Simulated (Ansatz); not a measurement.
In r²SCAN in the plane-wave PAW code Ansatz, SiBiO3 in the tetragonal phase (P4mm; Si on 1b, Bi on 1a, O on 2c, O on 1b) relaxes to a = 3.359 Å, c = 5.613 Å. Its formation energy from the elements is -1.67 eV/atom, with no fitted shifts.

Electronic character: metallic (no gap). Gap from r²SCAN with spin–orbit coupling: none (metallic).

An equation-of-state fit gives a bulk modulus of 139 GPa. Bader charges are Si +3.32, Bi +1.37, O -1.58 to -1.52 e.

The start of the workflow was typed in or built on a structure type; neither database checked (COD, Materials Project) lists it. Whether it is the stable phase at ambient conditions was not checked. The cell was relaxed with r²SCAN under the symmetry of its start; whether a distortion lowers the energy is not shown. The volume moved by 20 % from the start of the relaxation. With an odd number of electrons in the cell and no spin polarisation, the count alone makes it a metal. The references are the lowest solids computed at this level, not always the standard phases (solids in place of the gases). Scalar-relativistic: spin–orbit coupling is off unless named, which matters more the heavier the elements.

Potentials: the earlier of the program's two PAW sets. The files were generated under PBE; for other functionals the program regenerates the frozen cores, and for LDA and PBEsol the local potential too.
